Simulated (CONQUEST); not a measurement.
Input and output of a self-consistent single point for Ti (Im-3m, 2 atoms in the cell; from COD 9012924, changed as shown) (CONQUEST).

Level of theory: PBEsol, numerical atomic orbitals double-zeta with polarisation (the shipped basis), PseudoDojo norm-conserving potentials made for PBEsol (CONQUEST).

The change in words: volume scaled by 1.02. Reference geometry (Im-3m):
```
CELL_PARAMETERS angstrom
      3.28922     0.00000     0.00000
      0.00000     3.28922     0.00000
      0.00000     0.00000     3.28922
ATOMIC_POSITIONS crystal
  Ti 0.00000 0.00000 0.00000
  Ti 0.50000 0.50000 0.50000
```

Reference input (self-consistent single point, DFT, PBEsol, numerical atomic orbitals double-zeta with polarisation (the shipped basis), PseudoDojo norm-conserving potentials made for PBEsol): basis = DZP; Diag.MPMeshX, Y, Z = 5 5 5; potentials = PseudoDojo norm-conserving PBEsol; Grid.GridCutoff = 140 Ha; DM.SolutionMethod = diagon; Diag.kT = 0.003675 Ha; Diag.GammaCentred = true; minE.SCTolerance = 1.0e-06; SC.MaxIters = 100; SC.LinearMixingFactor = 0.5; SC.KerkerPreCondition = true; SC.KerkerFactor = 0.5 1/bohr. This run's input differs from it in these lines:

```diff
@@ -30,5 +30,5 @@
 # file: input.coords
-     6.215724964      0.000000000      0.000000000
-     0.000000000      6.215724964      0.000000000
-     0.000000000      0.000000000      6.215724964
+     6.256892647      0.000000000      0.000000000
+     0.000000000      6.256892647      0.000000000
+     0.000000000      0.000000000      6.256892647
 2
```

Log, with long lists cut:

```
    new_SC_potl: Starting.  Tolerance:  0.10000E-05

    PulayMixSC: Starting Pulay mixing, A_up =  0.500 A_dn =  0.500
    PulayMixSC: Spin non-polarised calculation.
    PulayMixSC: with Kerker preconditioning, q0 =  0.500
          Harris-Foulkes Energy            :      -118.589928118603510 Ha
          GroundState Energy (E-(1/2)TS)   :      -118.592564988032038 Ha
          Free Energy (E-TS)               :      -118.595201857460566 Ha
          DFT Total Energy                 :      -118.556674187848458 Ha
          Total number of electrons        :        23.999999999999581
   [... lines left out ...]
          Total number of electrons        :        24.000032256655064
    PulayMixSC: Pulay iteration    11 residual:              0.15580E-05
          Harris-Foulkes Energy            :      -118.575380602029796 Ha
          GroundState Energy (E-(1/2)TS)   :      -118.578434593618013 Ha
          Free Energy (E-TS)               :      -118.581488585206230 Ha
          DFT Total Energy                 :      -118.575380602083641 Ha
          Total number of electrons        :        24.000037190268191
    PulayMixSC: Pulay iteration    12 residual:              0.35551E-06
    PulayMixSC: Reached SCF tolerance of  0.35551E-06 after     12 iterations
      | Number of electrons      =        24.000037
      |* band energy as 2Tr[K.H] =       -29.861771290392724 Ha
      |  screened ion-ion energy =       -91.620035600424728 Ha
      |  Ha correction           =         0.820503705030700 Ha
      |  XC correction           =         2.085923481518077 Ha
      | GS Energy as E-(1/2)TS   =      -118.578434593618013 Ha
      | Free Energy as E-TS      =      -118.581488585206230 Ha
      |* Harris-Foulkes energy   =      -118.575380602029796 Ha
      |* DFT total energy        =      -118.575380602083641 Ha
      |  estimated accuracy      =         0.000000000053845 Ha

    force: Forces on atoms (Ha/a0)
    force:  Atom   X              Y              Z
    force:     1  -0.0000000000   0.0000000000  -0.0000000000
    force:     2  -0.0000000000  -0.0000000000  -0.0000000000

    force: Maximum force :        0.00000000(Ha/a0) on atom         1 in z direction
    force: Force Residual:        0.00000000 Ha/a0
    force: Total stress:          7.32449208     7.32449208     7.32449208 GPa
    force: Average pressure:     -7.32449208 GPa

    force: Finished force
    get_E_and_F: Change in energy during last step of electronic optimisation:  0.70751E-06
```

The run converged in 12 iterations. CONQUEST prints the stress tensor with tension positive. Against the reference run the free energy goes up by 15.0 meV/atom and the pressure goes from -6.01 to -7.32 GPa.

The program uses no crystal symmetry, so grid and mesh can part values that symmetry would make equal. The atom-centred basis is finite, which shifts total energies and pressures against plane waves. No clean gap shows at this smearing width and mesh (spacing up to 0.38 Å⁻¹); the mesh is coarse for partly filled bands, so the values carry mesh errors.

Cost on one core: roughly 40 core-seconds.
